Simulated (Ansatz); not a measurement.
Here is the system:

MgSc2S4:
```yaml
crystal:
  lattice:
    - [0.00000, 5.29036, 5.29036]
    - [5.29036, 0.00000, 5.29036]
    - [5.29036, 5.29036, 0.00000]
  atoms:
    - { symbol: Mg, position: [0.00000, 0.00000, 0.00000] }
    - { symbol: Mg, position: [0.25000, 0.25000, 0.25000] }
    - { symbol: Sc, position: [0.62500, 0.62500, 0.62500] }
    - { symbol: Sc, position: [0.12500, 0.62500, 0.62500] }
    - { symbol: Sc, position: [0.62500, 0.62500, 0.12500] }
    - { symbol: Sc, position: [0.62500, 0.12500, 0.62500] }
    - { symbol: S, position: [0.85075, 0.38308, 0.38308] }
    - { symbol: S, position: [0.86692, 0.86692, 0.39925] }
    - { symbol: S, position: [0.38308, 0.85075, 0.38308] }
    - { symbol: S, position: [0.86692, 0.86692, 0.86692] }
    - { symbol: S, position: [0.38308, 0.38308, 0.38308] }
    - { symbol: S, position: [0.86692, 0.39925, 0.86692] }
    - { symbol: S, position: [0.38308, 0.38308, 0.85075] }
    - { symbol: S, position: [0.39925, 0.86692, 0.86692] }
```

This is the PBEsol-relaxed structure.

Q: All from PBEsol (plane waves, PAW; program Ansatz), unless another level is named. Predict the Young's modulus.

A: 67.0 GPa.

Q: Predict the elastic constants (relaxed ions, GPa).

A: C11 = 94.5, C12 = 65.1, C44 = 35.3.

Space group Fd-3m (spinel). The first step of the workflow began from a Materials Project structure, measured or hypothetical; the Crystallography Open Database files this formula in space group No. 227, but the cells were not matched. Its standing as an ambient phase is unchecked. The PBEsol relaxation kept the symmetry of its start; whether a distortion lowers the energy is not shown. The run is not spin-polarised.

Potentials: the later of the program's two PAW sets.
